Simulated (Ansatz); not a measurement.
Rigid (001) slab of Al, space group P6_3/mmc (No. 194):

```xyz
10
Lattice="2.8363 0.0000 0.0000 -1.4181 2.4563 0.0000 0.0000 0.0000 37.9748" Properties=species:S:1:pos:R:3 pbc="T T T"
Al    0.0000    1.6375    8.5000
Al    0.0000    0.0000   10.8305
Al    1.4181    0.8188   13.1611
Al    0.0000    0.0000   15.4916
Al    0.0000    1.6375   17.8221
Al    0.0000    0.0000   20.1281
Al    1.4181    0.8188   22.4459
Al    0.0000    0.0000   24.7761
Al    0.0000    1.6375   27.0879
Al    0.0000    0.0000   29.4483
```

The calculation used Ansatz, DFT PBEsol, scalar-relativistic, plane waves, PAW. Settings: cutoff 420 eV, Γ-centred mesh 12×12×1 on the computed 11-atom cell, Gaussian smearing of 0.10 eV; no spin polarisation. A dipole correction removes the field between periodic images along c.

An adatom of C is held over the places (i/4, j/4) of the 1×1 surface cell, counted from the highest atom (Al), and only its height relaxes; one adatom per 7.0 Å². This grid misses the threefold hollows of the hexagonal cell, which often bind best.

Heights over the highest slab atom in Å:

```csv
i,j=0,j=1,j=2,j=3
0,1.99,1.83,1.36,1.83
1,1.83,1.83,1.41,1.41
2,1.36,1.43,1.36,1.41
3,1.83,1.43,1.43,1.83
```

Problem. Among these places, where is the adatom most and least stable, and how far apart in energy?

Solution. Lowest at (i, j) = (0, 2), (2, 0), (2, 2); highest at (0, 0), 1.06 eV above. All energies in eV:

```
i j=0   j=1   j=2   j=3
0  1.06  0.82  0.00  0.82
1  0.82  0.82  0.13  0.13
2  0.00  0.10  0.00  0.13
3  0.82  0.10  0.10  0.82
```

The reference crystal is a form of Al, which isn't its usual structure.